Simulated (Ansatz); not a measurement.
CsZn₄As₃ in space group P4/mmm (No. 123; Cs on 1b, Zn on 4i, As on 2h, As on 1a) under volume change, LDA in the plane-wave PAW code Ansatz, shape and atoms relaxed at each volume.

| V (Å³/atom) | E − E(relaxed) (meV/atom) | P (GPa) |
|---|---|---|
| 19.584 | 27.9 | 5.11 |
| 20.229 | [?] | [?] |
| 20.875 | 2.7 | 1.39 |
| 21.521 | 0.0 | 0.00 |
| 22.166 | 2.4 | -1.13 |
| 22.812 | [?] | [?] |
| 23.457 | 18.8 | -2.82 |

Q: Some entries are withheld; supply them.

A: 
- 22.812, E − E(relaxed) (meV/atom): 8.9
- 22.812, P (GPa): -2.06
- 20.229, E − E(relaxed) (meV/atom): 11.6
- 20.229, P (GPa): 3.07

Q: What does a third-order Birch–Murnaghan fit give for V₀, B₀ and B′?

A: V₀ = 21.52 Å³/atom, B₀ = 41.6 GPa, B′ = 5.6.

The workflow started from an entry of the Crystallography Open Database (COD, 200 K). Its standing as an ambient phase is unchecked. The cell was relaxed with LDA under the symmetry of its start; of distortions, only those at the zone centre were tested. Spin–orbit coupling is left out wherever it is not named.

Potentials: the later of the program's two PAW sets.
